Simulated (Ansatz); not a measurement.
The relaxed structure here is a generated cell of Al: the first start was made by placing the elements on the sites of a structure type, and the end was not matched to a known phase here, so it may be hypothetical. Known forms of Al include space group No. 225.

A relaxed cell of Al (Pm-3m (No. 221)), relaxed on a k-mesh at least as fine as the one used below. The numbers are results of r2SCAN (plane waves to 500 eV, PAW, scalar-relativistic; Ansatz, a program for electronic structure), not measurements. Γ-centred k-mesh 12×12×12 on the run's cell (coarser than for final values), Fermi–Dirac smearing 0.05 eV.

```yaml
crystal:
  lattice:
    - [5.41208, 0.00000, 0.00000]
    - [2.70604, 2.70604, 0.00000]
    - [0.00000, 0.00000, 2.70604]
  atoms:
    - { symbol: Al, position: [0.00000, 0.00000, 0.00000] }
    - { symbol: Al, position: [0.50000, 0.00000, 0.00000] }
```

The atoms are displaced along an unstable phonon of this cell by (Å):

```tsv
atom	ux	uy	uz
Al1	0.000	0.000	0.150
Al2	0.000	0.000	-0.150
```

What forces (eV/Å) and pressure result?


```csv
atom,Fx,Fy,Fz
Al1,0.00,0.00,0.35
Al2,0.00,0.00,-0.35
```

Pressure -1.1 GPa.

The undisplaced cell is probably no minimum: from this displacement the run went on to I4/mmm (No. 139), 0.36 eV/atom below it.

No spin polarisation in the result.
